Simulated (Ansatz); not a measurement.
# Is this Al₂Ga₃As₅ structure a true minimum?

The cell was found from a structure generator's guess, not taken from experiment.

Level of theory: DFT PBE, scalar-relativistic, plane waves, PAW in Ansatz. Cutoff 420 eV; k points 10×10×10 on the computed 10-atom cell (Γ-centred); Gaussian smearing, width 0.02 eV; no spin polarisation.

The cell below (10 atoms, space group I-4m2 (No. 119)) is relaxed within its symmetry.

```yaml
crystal:
  lattice:
    - [-2.02879, 2.02879, 14.34902]
    - [2.02879, -2.02879, 14.34902]
    - [2.02879, 2.02879, -14.34902]
  atoms:
    - { symbol: Al, position: [0.20015, 0.20015, 0.00000] }
    - { symbol: Al, position: [0.79985, 0.79985, 0.00000] }
    - { symbol: Ga, position: [0.00000, 0.00000, 0.00000] }
    - { symbol: Ga, position: [0.60019, 0.60019, 0.00000] }
    - { symbol: Ga, position: [0.39981, 0.39981, 0.00000] }
    - { symbol: As, position: [0.55009, 0.05009, 0.50000] }
    - { symbol: As, position: [0.15048, 0.65048, 0.50000] }
    - { symbol: As, position: [0.75000, 0.25000, 0.50000] }
    - { symbol: As, position: [0.34952, 0.84952, 0.50000] }
    - { symbol: As, position: [0.94991, 0.44991, 0.50000] }
```

For the test it was strained at random (σ = 1.5 % a component), the atoms were moved at random (σ = 0.05 Å), and all was relaxed again on a coarse 4×4×4 mesh (in the run’s order of axes) with 0.10 eV smearing, with no symmetry imposed.

Q: Does it come back?

A: It returns, within 1 meV/atom of the unmoved cell on that mesh and with the same symmetry when read at 0.1 Å (C2 at 0.01 Å, so small strains and shifts remain). No instability shows in this cell; modes of other wave vectors, which need another repeat, aren't tested.
